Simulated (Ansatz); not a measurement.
MoW:
Space group Cmcm (No. 63); a = 2.586 Å, b = 10.612 Å, c = 4.688 Å, α = β = γ = 90.00°

```csv
atom,site,symmetry,x,y,z
W,4c,m2m,0.0000,0.3207,0.2500
Mo,4c,m2m,0.0000,0.0689,0.2500
```
(The calculation used a cell of 4 atoms; values per cell refer to that cell.)

Relaxed with r²SCAN.

Tabulate the valence density and the electron localisation function along the shortest W–Mo contact (2.67 Å), plane-wave PAW r²SCAN (Ansatz code).



```tsv
distance from W (Å)	density (e/Å³)	ELF
0.27	5.75	0.33
0.40	5.62	0.60
0.53	4.59	0.72
0.67	3.09	0.71
0.80	1.76	0.59
0.94	0.98	0.43
1.07	0.64	0.35
1.20	0.49	0.36
1.34	0.45	0.37
1.47	0.48	0.33
1.60	0.61	0.31
1.74	0.97	0.41
1.87	1.77	0.57
2.00	3.07	0.70
2.14	4.67	0.75
2.27	6.09	0.70
2.41	6.87	0.57
```

The density is the valence pseudo-density with augmentation charge, so density and ELF within about 1 Å of a nucleus are not all-electron values.

The start of the workflow was typed in or built on a structure type; neither database checked (COD, Materials Project) lists it. Whether it is the stable phase at ambient conditions was not checked. Symmetry was held in the r²SCAN relaxation; its stability against distortions is not shown here. No spin polarisation was allowed. Its formation energy is positive at this level, so the cell may be metastable or incomplete. Axis ratios of metals converge slowly with the k-mesh, so a and c are less sure than the volume. Scalar-relativistic: spin–orbit coupling is off unless named, which matters more the heavier the elements.

Potentials: the earlier of the program's two PAW sets.
